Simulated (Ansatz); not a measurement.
Task: Name crystals whose computed values (plane-wave PAW PBEsol (Ansatz code)) fall in these windows: Θ_D (K) 180 to 240; G_Hill (GPa) 29 to 37; highest Γ mode, no LO–TO term (cm⁻¹) 160 to 220.

Result: 

```json
[
 {"crystal": "ScBi, rock salt", "Θ_D (K)": "225", "G_Hill (GPa)": "32.6", "highest Γ mode, no LO–TO term (cm⁻¹)": "196"},
 {"crystal": "Te2Pd, P-3m1 (Te on 2d, Pd on 1a)", "Θ_D (K)": "222", "G_Hill (GPa)": "31.1", "highest Γ mode, no LO–TO term (cm⁻¹)": "184"},
 {"crystal": "NaAu2, cubic Laves (MgCu2 type)", "Θ_D (K)": "212", "G_Hill (GPa)": "34.6", "highest Γ mode, no LO–TO term (cm⁻¹)": "208"},
 {"crystal": "CuAu, L1₀ or tetragonal B2", "Θ_D (K)": "216", "G_Hill (GPa)": "36.5", "highest Γ mode, no LO–TO term (cm⁻¹)": "204"},
 {"crystal": "MgAu, CsCl type", "Θ_D (K)": "224", "G_Hill (GPa)": "31.7", "highest Γ mode, no LO–TO term (cm⁻¹)": "206"}
]
```
Others may fit too.

Standing as an ambient phase not checked: ScBi, rock salt; Te2Pd, P-3m1 (Te on 2d, Pd on 1a); NaAu2, cubic Laves (MgCu2 type); MgAu, CsCl type. Perhaps ordered models of mixed-site phases: ScBi, rock salt. All cells were relaxed under the symmetry of their starts (and spin orders); stability against distortions was not tested throughout. Rows with no word on spin ran without spin polarisation. Spin–orbit coupling is left out wherever it is not named.

Potentials: the later of the program's two PAW sets.
